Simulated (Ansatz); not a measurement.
**Step by step: CaHg, 15 steps of 2.0 fs from 300 K**

These are results of DFT, PBEsol, all-electron LAPW, scalar-relativistic (Ansatz 0.2.0), not measurements.

Command: `ansatz run input.yaml --threads 2 --pin off --max-ram 4096MiB --backend cpu --events-out ev --progress --plain --runs-dir out` The run took 4.3 min on 2 threads of Intel(R) Xeon(R) 6975P-C (Granite Rapids), on a shared host.

```yaml
crystal:
  lattice:
    - [7.50930936, 0.0, 0.0]
    - [0.0, 3.75465468, 0.0]
    - [0.0, 0.0, 3.75465468]
  atoms:
    - { symbol: Ca, position: [0.0, 0.0, 0.0] }
    - { symbol: Ca, position: [0.5, 0.0, 0.0] }
    - { symbol: Hg, position: [0.25, 0.5, 0.5] }
    - { symbol: Hg, position: [0.75, 0.5, 0.5] }
kpoints:
  mp_grid: { grid: [3, 5, 5] }
scf:
  occupations: { method: fermi_dirac, width: 0.08 }
hamiltonian:
  xc: pbesol
  pseudopotentials: { kind: all_electron, lapw: { basis_error: 0.001 } }
output:
  forces: true
  stress: true
md:
  timestep: 2.0
  n_steps: 15
  ensemble: nve
  temperature: 300
  initial_velocities: maxwell_boltzmann
  seed: 70968
```

No spin–orbit coupling, which matters for the heavy atoms here.

Structure from Materials Project entry mp-11286 (possibly hypothetical).

Each frame lists Cartesian positions (Å) and forces (eV/Å). Free energies count from the first step, -1104354.1089 eV.

Step 0 (t = 0.0 fs): E = 0.0 meV, T = 300 K, conserved energy 0.0 meV

```
Ca    0.0000    0.0000    0.0000     0.000   0.000   0.000
Ca    3.7547    0.0000    0.0000     0.000   0.000   0.000
Hg    1.8773    1.8773    1.8773     0.000   0.000   0.000
Hg    5.6320    1.8773    1.8773     0.000   0.000   0.000
```

Step 1 (t = 2.0 fs): E = +0.3 meV, T = 299 K, conserved energy 0.0 meV

```
Ca   -0.0102   -0.0005   -0.0058     0.039   0.001   0.013
Ca    3.7583    0.0035    0.0003    -0.024  -0.008  -0.001
Hg    1.8793    1.8789    1.8780    -0.010   0.000  -0.006
Hg    5.6313    1.8752    1.8778    -0.005   0.007  -0.006
```

Step 2 (t = 4.0 fs): E = +1.3 meV, T = 297 K, conserved energy 0.0 meV

```
Ca   -0.0204   -0.0010   -0.0115     0.078   0.002   0.027
Ca    3.7620    0.0070    0.0005    -0.049  -0.017  -0.001
Hg    1.8813    1.8804    1.8786    -0.020   0.000  -0.012
Hg    5.6306    1.8730    1.8782    -0.009   0.014  -0.013
```

Step 3 (t = 6.0 fs): E = +2.8 meV, T = 293 K, conserved energy 0.0 meV

```
Ca   -0.0305   -0.0016   -0.0172     0.117   0.003   0.040
Ca    3.7656    0.0105    0.0008    -0.073  -0.025  -0.002
Hg    1.8832    1.8820    1.8792    -0.030   0.000  -0.018
Hg    5.6300    1.8709    1.8787    -0.014   0.022  -0.020
```

Step 4 (t = 8.0 fs): E = +5.0 meV, T = 287 K, conserved energy 0.0 meV

```
Ca   -0.0405   -0.0021   -0.0229     0.156   0.003   0.053
Ca    3.7691    0.0140    0.0011    -0.098  -0.034  -0.003
Hg    1.8852    1.8836    1.8799    -0.039   0.001  -0.023
Hg    5.6293    1.8687    1.8792    -0.019   0.030  -0.027
```

Step 5 (t = 10.0 fs): E = +7.7 meV, T = 280 K, conserved energy 0.0 meV

```
Ca   -0.0503   -0.0026   -0.0285     0.194   0.004   0.066
Ca    3.7726    0.0174    0.0013    -0.122  -0.042  -0.003
Hg    1.8872    1.8851    1.8805    -0.048   0.001  -0.028
Hg    5.6286    1.8666    1.8796    -0.024   0.038  -0.035
```

Step 6 (t = 12.0 fs): E = +11.0 meV, T = 272 K, conserved energy 0.0 meV

```
Ca   -0.0599   -0.0031   -0.0341     0.231   0.004   0.079
Ca    3.7759    0.0208    0.0016    -0.146  -0.051  -0.004
Hg    1.8891    1.8867    1.8811    -0.056   0.001  -0.032
Hg    5.6279    1.8644    1.8800    -0.029   0.046  -0.043
```

Step 7 (t = 14.0 fs): E = +14.8 meV, T = 262 K, conserved energy 0.0 meV

```
Ca   -0.0694   -0.0036   -0.0396     0.268   0.003   0.091
Ca    3.7791    0.0242    0.0019    -0.169  -0.059  -0.005
Hg    1.8910    1.8883    1.8817    -0.064   0.002  -0.036
Hg    5.6272    1.8623    1.8805    -0.035   0.054  -0.051
```

Step 8 (t = 16.0 fs): E = +18.9 meV, T = 251 K, conserved energy 0.0 meV

```
Ca   -0.0785   -0.0041   -0.0450     0.304   0.003   0.104
Ca    3.7821    0.0275    0.0021    -0.192  -0.068  -0.005
Hg    1.8930    1.8898    1.8823    -0.072   0.002  -0.040
Hg    5.6266    1.8602    1.8809    -0.040   0.062  -0.059
```

Step 9 (t = 18.0 fs): E = +23.5 meV, T = 240 K, conserved energy 0.0 meV

```
Ca   -0.0874   -0.0046   -0.0503     0.339   0.003   0.116
Ca    3.7850    0.0307    0.0024    -0.215  -0.076  -0.006
Hg    1.8949    1.8914    1.8829    -0.079   0.003  -0.043
Hg    5.6259    1.8581    1.8813    -0.045   0.071  -0.067
```

Step 10 (t = 20.0 fs):

```
Ca   -0.0959   -0.0051   -0.0555
Ca    3.7876    0.0339    0.0026
Hg    1.8968    1.8929    1.8835
Hg    5.6251    1.8560    1.8817
```

Step 11 (t = 22.0 fs): E = +33.5 meV, T = 214 K, conserved energy 0.0 meV

```
Ca   -0.1041   -0.0056   -0.0606     0.405   0.001   0.140
Ca    3.7900    0.0369    0.0028    -0.256  -0.093  -0.007
Hg    1.8986    1.8945    1.8841    -0.093   0.004  -0.049
Hg    5.6244    1.8539    1.8821    -0.055   0.088  -0.084
```

Step 12 (t = 24.0 fs): E = +38.7 meV, T = 200 K, conserved energy 0.0 meV

```
Ca   -0.1119   -0.0061   -0.0655     0.436   0.000   0.151
Ca    3.7922    0.0399    0.0031    -0.276  -0.101  -0.007
Hg    1.9005    1.8961    1.8847    -0.099   0.004  -0.051
Hg    5.6237    1.8518    1.8824    -0.061   0.096  -0.093
```

Step 13 (t = 26.0 fs): E = +44.0 meV, T = 187 K, conserved energy 0.0 meV

```
Ca   -0.1193   -0.0066   -0.0703     0.465  -0.001   0.162
Ca    3.7941    0.0428    0.0033    -0.294  -0.108  -0.007
Hg    1.9023    1.8976    1.8852    -0.106   0.005  -0.054
Hg    5.6229    1.8498    1.8828    -0.065   0.105  -0.101
```

Step 14 (t = 28.0 fs): E = +49.4 meV, T = 173 K, conserved energy 0.0 meV

```
Ca   -0.1262   -0.0071   -0.0749     0.492  -0.002   0.173
Ca    3.7957    0.0456    0.0035    -0.311  -0.116  -0.008
Hg    1.9041    1.8992    1.8858    -0.112   0.005  -0.056
Hg    5.6222    1.8478    1.8831    -0.070   0.113  -0.110
```

Step 15 (t = 30.0 fs): E = +54.6 meV, T = 160 K, conserved energy 0.0 meV

```
Ca   -0.1327   -0.0076   -0.0794     0.518  -0.003   0.184
Ca    3.7970    0.0483    0.0037    -0.326  -0.123  -0.008
Hg    1.9059    1.9008    1.8863    -0.117   0.005  -0.058
Hg    5.6214    1.8458    1.8834    -0.075   0.121  -0.118
```

Q: Give the energy and forces of step 10.

A: E = +28.3 meV, T = 227 K, conserved energy 0.0 meV
```
Ca   -0.0959   -0.0051   -0.0555     0.372   0.002   0.128
Ca    3.7876    0.0339    0.0026    -0.236  -0.084  -0.006
Hg    1.8968    1.8929    1.8835    -0.086   0.003  -0.046
Hg    5.6251    1.8560    1.8817    -0.050   0.079  -0.076
```

Q: What is the mean temperature over the last 8 frames?

A: 206 K; so short a run of so small a cell isn't equilibrated.
